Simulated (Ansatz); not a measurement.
KTaO$_{3}$ (cubic perovskite)

```
CELL_PARAMETERS angstrom
      3.99012     0.00000     0.00000
      0.00000     3.99012     0.00000
      0.00000     0.00000     3.99012
ATOMIC_POSITIONS crystal
  K  0.00000 0.00000 0.00000
  Ta 0.50000 0.50000 0.50000
  O  0.00000 0.50000 0.50000
  O  0.50000 0.50000 0.00000
  O  0.50000 0.00000 0.50000
```

The slice is a {100} plane (indices of the conventional cell) through the point (0.500, 0.500, 0.000) (fractional), spanned by u = [100] and v = [010] in vectors of this cell: u (3.99 Å) and v (3.99 Å, at 90° to u). It covers one period; positions are fractions (u, v).

These are r2SCAN (plane waves to 500 eV, PAW, scalar-relativistic; Ansatz, a program for electronic structure) values and carry that method's errors. k mesh 8×8×8. These are valence fields of a PAW run, semicore shells included where kept as valence: close to a nucleus they are smooth pseudo fields. KTaO3 is run without spin polarisation. KTaO3 was relaxed with its symmetry unable to fall. Spin-orbit coupling is left out, though Ta is heavy.

### Question
Predict the map of the electron localisation function (ELF) on the slice.

### Answer
```
|xxxx@@@%#+:.         .:+#%@@@xxx|
|xxx%@@%%*=:           :=*%%@@%xx|
|xx%@@@%#+-.           .-+#%@@@%x|
|@@@@@%%*=:             :=*%%@@@@|
|@@@@%%#+:.             .:+#%%@@@|
|@@%%%#+-.     .:::.     .-+#%%%@|
|%%%#*+-.    .-=+++=-.    .-+*#%%|
|##*+=:.    :=*#%%%#*=:    .:=+*#|
|++=-:.   .:+#%@@@@@%#+:.   .:-=+|
|-::.     :+%@@@@@@@@@%+:     .::|
|..      :+%@@@@@@@@@@@%+:      .|
|       .=#@@@@@@@@@@@@@#=.      |
|       -*%@@@@@xxx@@@@@%*-      |
|      .=#@@@@@xxxxx@@@@@#=.     |
|      :+%@@@@xxxxxxx@@@@%+:     |
|      :+%@@@@xxxxxxx@@@@%+:     |
|      :+%@@@@xxxxxxx@@@@%+:     |
|      .=#@@@@@xxxxx@@@@@#=.     |
|       -*%@@@@@xxx@@@@@%*-      |
|       .=#@@@@@@@@@@@@@#=.      |
|..      :+%@@@@@@@@@@@%+:      .|
|-::.     :+%@@@@@@@@@%+:     .::|
|++=-:.   .:+#%@@@@@%#+:.   .:-=+|
|##*+=:.    :=*#%%%#*=:    .:=+*#|
|%%%#*+-.    .-=+++=-.    .-+*#%%|
|@@%%%#+-.     .:::.     .-+#%%%@|
|@@@@%%#+:.             .:+#%%@@@|
|@@@@@%%*=:             :=*%%@@@@|
|xx%@@@%#+-.           .-+#%@@@%x|
|xxx%@@%%*=:           :=*%%@@%xx|
|xxxx@@@%#+:.         .:+#%@@@xxx|
|xxxx@@@%#+-.         .-+#%@@@xxx|
```
Scale: ten equal steps from 0.01 (start of ' ') to 0.88 (end of '@'), in the order ' .:-=+*#%@'. Values: electron localisation function (ELF). The map has 32 points along u (one character each, u = 0 at the left) and 32 along v (v = 0 in the bottom row). Points within 0.4 Å of a nucleus are blanked (x), as the pseudised field means little there.
